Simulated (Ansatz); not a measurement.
The start is a randomly generated symmetric cell of Si2W (space group No. 37). The cell and all atomic positions are relaxed at zero pressure with PBEsol (plane waves to 420 eV, PAW, scalar-relativistic; Ansatz, a quantum-chemistry and plane-wave program). The first steps use a coarse 5×5×5 k-mesh.

Initial structure:
```yaml
crystal:
  lattice:
    - [2.83141, -3.38242, 0.00000]
    - [2.83141, 3.38242, 0.00000]
    - [0.00000, 0.00000, 5.17156]
  atoms:
    - { symbol: Si, position: [0.30984, 0.42749, 0.75350] }
    - { symbol: Si, position: [0.69016, 0.57251, 0.75350] }
    - { symbol: Si, position: [0.57251, 0.69016, 0.25350] }
    - { symbol: Si, position: [0.42749, 0.30984, 0.25350] }
    - { symbol: W, position: [0.00000, 0.00000, 0.48874] }
    - { symbol: W, position: [0.00000, 0.00000, 0.98874] }
```

Problem. What pressure does the first self-consistent step give?

Solution. +40 GPa (positive: the cell is compressed).

Problem. Which atoms feel the largest initial force, and how large is it?

Solution. About 22.7 eV/Å, on Si1, Si2, Si3, Si4 (atoms numbered as listed).

Problem. What symmetry does the relaxed structure have?

Solution. The space group goes from Ccc2 (No. 37) to Cccm (No. 66), with 6 atoms in the primitive cell.

Problem. By how much does the energy per atom fall from start to end?

Solution. 1.95 eV/atom.

Problem. How does the volume change?

Solution. -2.5 %, from 16.51 to 16.10 Å³/atom.

Problem. Is the relaxed structure metallic? Give its gap.

Solution. No gap (metallic).

Problem. Write out the relaxed structure.

Solution. 
```cif
data_Si8W4
_chemical_formula_sum 'Si8 W4'
_space_group_name_H-M_alt 'Cccm'
_space_group_IT_number 66
_space_group_name_Hall '-C 2 2c'
_cell_length_a 6.13068
_cell_length_b 6.26780
_cell_length_c 5.02687
_cell_angle_alpha 90.000
_cell_angle_beta 90.000
_cell_angle_gamma 90.000
loop_
_atom_site_label
_atom_site_type_symbol
_atom_site_symmetry_multiplicity
_atom_site_Wyckoff_symbol
_atom_site_fract_x
_atom_site_fract_y
_atom_site_fract_z
_atom_site_occupancy
Si1 Si 8 l 0.11327 0.36418 0.00000 1
W1 W 4 a 0.00000 0.00000 0.25000 1
```
(The calculation used a cell of 6 atoms; values per cell refer to that cell.)

Final values are on a 11×11×9 k-mesh of the relaxed cell. No spin polarisation in the result.

The run could not lose the symmetry of its start, so the end can be a saddle point.

The relaxed structure here is a generated cell of Si2W: the first start was made by a random draw of sites in a space group, and the end was not matched to a known phase here, so it may be hypothetical. Known forms of Si2W include space group No. 139.
